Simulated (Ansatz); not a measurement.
B$_{4}$C:
```cif
data_C9B36
_chemical_formula_sum 'B36 C9'
_space_group_name_H-M_alt 'R-3m :H'
_space_group_IT_number 166
_space_group_name_Hall '-R 3 2"'
_cell_length_a 5.63193
_cell_length_b 5.63193
_cell_length_c 12.07503
_cell_angle_alpha 90.000
_cell_angle_beta 90.000
_cell_angle_gamma 120.000
loop_
_atom_site_label
_atom_site_type_symbol
_atom_site_symmetry_multiplicity
_atom_site_Wyckoff_symbol
_atom_site_fract_x
_atom_site_fract_y
_atom_site_fract_z
_atom_site_occupancy
B1 B 18 h 0.16734 0.33469 0.02622 1
B2 B 18 h 0.21589 0.10795 0.11387 1
C1 C 6 c 0.00000 0.00000 0.39024 1
C2 C 3 b 0.00000 0.00000 0.50000 1
```
(The calculation used a cell of 15 atoms; values per cell refer to that cell.)

Relaxed with r²SCAN.

Problem. Which orbitals make up the states near the band edges in plane-wave PAW r²SCAN (Ansatz code)?

Solution. Top 1 eV of the valence band: B 2p 89 %, B 2s 5 %. Bottom 1 eV of the conduction band: C 2p 61 %, B 2p 26 %, B 2s 10 %. Projections are on Löwdin-orthogonalised atomic valence shells; empty p or d shells of many metals are not among them.

Problem. Tabulate the density of states.

Solution. States/eV per cell of 15 atoms, in 0.25 eV bins, energy from the valence-band maximum.

| E (eV) | total | B 2p | C 2p | B 2s |
|---|---|---|---|---|
| -7.85 | 3.89 | 1.84 | 1.24 | 0.59 |
| -7.60 | 2.97 | 1.49 | 0.85 | 0.49 |
| -7.35 | 3.08 | 1.50 | 0.91 | 0.51 |
| -7.10 | 4.04 | 1.98 | 1.20 | 0.70 |
| -6.85 | 3.85 | 1.86 | 1.10 | 0.75 |
| -6.60 | 3.85 | 1.87 | 1.06 | 0.78 |
| -6.35 | 4.86 | 2.50 | 1.26 | 0.91 |
| -6.10 | 4.31 | 2.23 | 1.17 | 0.73 |
| -5.85 | 4.30 | 2.31 | 1.09 | 0.75 |
| -5.60 | 4.71 | 2.57 | 1.21 | 0.75 |
| -5.35 | 3.94 | 2.05 | 1.22 | 0.55 |
| -5.10 | 3.62 | 1.86 | 1.20 | 0.46 |
| -4.85 | 4.47 | 2.45 | 1.34 | 0.56 |
| -4.60 | 3.72 | 2.08 | 1.11 | 0.43 |
| -4.35 | 3.33 | 1.87 | 1.05 | 0.31 |
| -4.10 | 1.94 | 1.12 | 0.61 | 0.13 |
| -3.85 | 1.51 | 0.95 | 0.41 | 0.10 |
| -3.60 | 2.95 | 2.00 | 0.72 | 0.17 |
| -3.35 | 3.22 | 2.30 | 0.68 | 0.17 |
| -3.10 | 4.13 | 3.03 | 0.72 | 0.31 |
| -2.85 | 7.30 | 5.81 | 0.61 | 0.77 |
| -2.60 | 6.37 | 5.14 | 0.77 | 0.37 |
| -2.35 | 6.88 | 5.76 | 0.70 | 0.33 |
| -2.10 | 5.19 | 4.44 | 0.45 | 0.25 |
| -1.85 | 6.22 | 5.36 | 0.49 | 0.30 |
| -1.60 | 5.16 | 4.37 | 0.48 | 0.23 |
| -1.35 | 3.83 | 3.20 | 0.42 | 0.16 |
| -1.10 | 6.22 | 5.33 | 0.59 | 0.24 |
| -0.85 | 3.57 | 3.13 | 0.23 | 0.17 |
| -0.60 | 3.69 | 3.26 | 0.20 | 0.19 |
| -0.35 | 2.04 | 1.83 | 0.06 | 0.13 |
| -0.10 | 1.11 | 1.03 | 0.01 | 0.07 |
| 0.15 | 0.00 | 0.00 | 0.00 | 0.00 |
| 0.40 | 0.00 | 0.00 | 0.00 | 0.00 |
| 0.65 | 0.00 | 0.00 | 0.00 | 0.00 |
| 0.90 | 0.00 | 0.00 | 0.00 | 0.00 |
| 1.15 | 0.00 | 0.00 | 0.00 | 0.00 |
| 1.40 | 0.00 | 0.00 | 0.00 | 0.00 |
| 1.65 | 0.00 | 0.00 | 0.00 | 0.00 |
| 1.90 | 1.94 | 0.64 | 1.06 | 0.21 |
| 2.15 | 2.73 | 0.81 | 1.56 | 0.30 |
| 2.40 | 5.36 | 1.38 | 3.32 | 0.57 |
| 2.65 | 5.51 | 1.28 | 3.58 | 0.54 |
| 2.90 | 0.47 | 0.11 | 0.31 | 0.04 |
| 3.15 | 0.00 | 0.00 | 0.00 | 0.00 |
| 3.40 | 0.00 | 0.00 | 0.00 | 0.00 |
| 3.65 | 0.00 | 0.00 | 0.00 | 0.00 |
| 3.90 | 0.07 | 0.06 | 0.00 | 0.00 |
| 4.15 | 0.68 | 0.61 | 0.01 | 0.01 |
| 4.40 | 1.28 | 1.14 | 0.02 | 0.03 |
| 4.65 | 1.95 | 1.65 | 0.04 | 0.10 |
| 4.90 | 1.98 | 1.65 | 0.04 | 0.11 |
| 5.15 | 3.58 | 2.98 | 0.10 | 0.19 |
| 5.40 | 3.30 | 2.74 | 0.11 | 0.18 |
| 5.65 | 3.05 | 2.50 | 0.10 | 0.19 |
| 5.90 | 2.61 | 2.08 | 0.09 | 0.20 |
| 6.15 | 2.99 | 2.31 | 0.11 | 0.27 |
| 6.40 | 2.92 | 2.22 | 0.12 | 0.29 |
| 6.65 | 3.71 | 2.73 | 0.19 | 0.41 |

The workflow started from a Materials Project entry (that database holds measured and hypothetical structures alike); the Crystallography Open Database copy checked does not list it. Its standing as an ambient phase is unchecked. The r²SCAN relaxation kept the symmetry of its start; its stability against distortions is not shown here.

Potentials: the earlier of the program's two PAW sets. The files were generated under PBE; for other functionals the program regenerates the frozen cores, and for LDA and PBEsol the local potential too.
